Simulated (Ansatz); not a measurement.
BaO (rock salt), conventional cell a = b = c = 5.573 Å, α = β = γ = 90.00°. The calculation uses the primitive cell of 2 atoms, to which meshes and values per cell refer.

Grid over V/V₀ and (c/a)/(c/a)₀, subscript 0 meaning the relaxed cell; the conventional c axis lies along z; no internal relaxation.

Level of theory: PBE (plane waves to 420 eV, PAW, scalar-relativistic; Ansatz, a first-principles code). k mesh 10×10×10 (Γ-centred), Fermi-Dirac smearing 0.05 eV. E stands for the smeared free energy. BaO was relaxed with its symmetry unable to fall. The zero of ΔE is the relaxed starting cell.

Problem. What ΔE (meV/atom) does the calculation give at all points of the grid V/V₀ = 0.920, 0.947, 0.973, 1.000, 1.027, 1.053, 1.080 by (c/a)/(c/a)₀ = 0.880, 0.920, 0.960, 1.000, 1.040, 1.080, 1.120?

Solution. ΔE (meV/atom), with V/V₀ across and (c/a)/(c/a)₀ down:

| (c/a)/(c/a)₀ \ V/V₀ | 0.920 | 0.947 | 0.973 | 1.000 | 1.027 | 1.053 | 1.080 |
|---|---|---|---|---|---|---|---|
| 0.880 | 125.7 | 94.9 | 74.0 | 61.4 | 56.2 | 57.3 | 64.0 |
| 0.920 | 71.4 | 46.8 | 31.5 | 24.2 | 23.9 | 29.6 | 40.4 |
| 0.960 | 43.3 | 22.0 | 9.8 | 5.4 | 7.8 | 15.9 | 29.0 |
| 1.000 | 35.0 | 14.8 | 3.5 | 0.0 | 3.1 | 12.0 | 25.8 |
| 1.040 | 42.1 | 21.0 | 8.9 | 4.6 | 7.0 | 15.2 | 28.4 |
| 1.080 | 62.0 | 38.3 | 23.9 | 17.4 | 17.8 | 24.2 | 35.6 |
| 1.120 | 92.8 | 65.1 | 47.0 | 37.2 | 34.5 | 38.0 | 46.8 |

(A scan under strain: stresses follow from slopes of the energy per volume, elastic moduli from its curvatures.)
